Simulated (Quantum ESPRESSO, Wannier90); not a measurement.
**GaAs (zinc blende), plane waves to Wannier functions**

```xyz
2
Lattice="0.0000 2.8751 2.8751 2.8751 0.0000 2.8751 2.8751 2.8751 0.0000" Properties=species:S:1:pos:R:3 pbc="T T T"
Ga     0.0000     0.0000     0.0000
As    -1.4375    -1.4375    -1.4375
```

Structure: Materials Project mp-2534, symmetrised, not relaxed again. COD (Crystallography Open Database) has an entry of this formula and space group (matched by these alone). Level: PBEsol, spinors with spin-orbit coupling; pw.x of Quantum ESPRESSO at 68 Ry with PseudoDojo potentials, 8×8×8 k-points, Wannier90. Density: 10×10×10 mesh, cold smearing 0.01 Ry.

A tight-binding model is made by disentanglement and projection with no localisation steps (num_iter = 0), so the 16 orbitals stay atom-like: hydrogen-like Ga: s;p; As: s;p, axes along x, y, z; frozen window up to 1.50 eV relative to the Fermi level. It follows pw.x to 3.9 meV rms for states up to 1.0 eV relative to the Fermi level. Matrix elements depend on this choice of orbitals and windows.

### Question
What are the on-site energies relative to the Fermi level, and how fast do the hoppings decay?

### Answer
| atom | orbitals | energy (eV) |
|---|---|---|
| Ga1 | s↑ s↓ | -2.86 |
| Ga1 | pz↑ pz↓ px↑ px↓ py↑ py↓ | 3.36 |
| As2 | s↑ s↓ | -8.25 |
| As2 | pz↑ pz↓ px↑ px↓ py↑ py↓ | 0.73 |

```tsv
distance of the centres (Å)	largest modulus (eV)
2–3	1.4
4–5	0.41
5–6	0.030
6–7	0.059
7–8	0.013
8–9	0.013
9–10	0.0086
10–11	0.0072
11–12	0.0031
12–13	0.0068
```

Effective spin-orbit constants λ of λ L·S, from the same-site elements px↑–py↑ (λ/2) and dx2-y2↑–dxy↑ (λ), where they are among the larger elements: As2 p 0.20 eV.
